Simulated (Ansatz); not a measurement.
**YAlSn: reading a single point**

```
Sn Al Y
1.0
     7.25390    0.00000    0.00000
     0.00000    4.51867    0.00000
     0.00000    0.00000    7.81173
Sn Al Y
4 4 4
Direct
  0.30680 0.25000 0.41280
  0.19320 0.75000 0.91280
  0.80680 0.25000 0.08720
  0.69320 0.75000 0.58720
  0.19850 0.25000 0.08430
  0.30150 0.75000 0.58430
  0.69850 0.25000 0.41570
  0.80150 0.75000 0.91570
  0.98940 0.25000 0.70390
  0.51060 0.75000 0.20390
  0.48940 0.25000 0.79610
  0.01060 0.75000 0.29610
```

Single point in Ansatz 0.2.0 with m-r2SCAN, no spin polarisation. Cutoff 500 eV, PAW datasets, 5×8×5 Γ-centred k mesh, fermi-dirac filling (width 0.1184 eV).

Stress: The pressure is 8.0 GPa (compression positive), so with the atoms held at these fractions the cell would first expand; the forces are large, so a full relaxation may end otherwise. The principal stresses 3.4, 7.6, 12.8 GPa differ, so its shape would change too.
Charges: Bader charges in e: Y +1.39, Al +0.69, Sn -2.08. In the mean Y gives up most and Sn takes most.
At the Fermi level: It is a metal, with about 5.3 states/eV a cell as the mean within 0.25 eV of the Fermi level, mostly Y d (55 %), Al p (18 %) and Sn p (14 %).
Forces: The largest is on Y9 (and as large on other atoms): 1.04 eV/Å, components (0.37, 0.00, -0.97). It makes 64° with the line to a nearest neighbour, Al7 at 3.09 Å.

Origin: a known structure type with other elements, at an estimated volume, so it need not be a known compound. Caveats: m-r2SCAN is r2SCAN with a changed spin dependence that lowers moments.
